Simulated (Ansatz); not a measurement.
BN (wurtzite)

```
BN
1.0
    5.10906     0.00000     0.00000
   -1.27726     2.21229     0.00000
    0.00000     0.00000     4.22457
B N
4 4
Direct
  0.33333   0.33333   0.99991
  0.83333   0.33333   0.99991
  0.16667   0.66667   0.49991
  0.66667   0.66667   0.49991
  0.33333   0.33333   0.62529
  0.83333   0.33333   0.62529
  0.16667   0.66667   0.12529
  0.66667   0.66667   0.12529
```

A phonon eigenvector at M = (0.5, 0.0, 0.0) is frozen into this cell: atom i moves by Q times the vector below, so Q is the largest atomic displacement, in Å. The cell is held. (q is in reciprocal vectors of the primitive cell; the cell shown is doubled to hold the pattern.)

```
atom       x       y       z
----  ------  ------  ------
B1     0.345   0.199   0.620
B2    -0.345  -0.199  -0.620
B3    -0.345  -0.199   0.620
B4     0.345   0.199  -0.620
N5     0.730   0.422  -0.537
N6    -0.730  -0.422   0.537
N7    -0.730  -0.422  -0.537
N8     0.730   0.422   0.537
```

Calculation: PBE (plane waves to 420 eV, PAW, scalar-relativistic; Ansatz, a first-principles code). k mesh 15×15×8 (Γ-centred), Fermi-Dirac smearing 0.05 eV. Energies are smeared free energies. BN was relaxed with its symmetry unable to fall. The zero of ΔE is the undisplaced structure.

**Question.** What ΔE (eV/cell) and −dE/dQ from forces (eV/Å) does the calculation give at Q (Å) = -0.100, -0.083, -0.033, -0.017, 0.017, 0.033, 0.067, 0.100?

**Answer.** 
```csv
Q (Å),ΔE (eV/cell),−dE/dQ from forces (eV/Å)
-0.100,1.090,22.049
-0.083,0.754,18.249
-0.033,0.120,7.202
-0.017,0.030,3.595
0.017,0.030,-3.595
0.033,0.120,-7.202
0.067,0.481,-14.519
0.100,1.090,-22.049
```

(For displaced atoms, the force is minus the slope of the energy, and its curvature is a force constant, which sets phonon frequencies.)
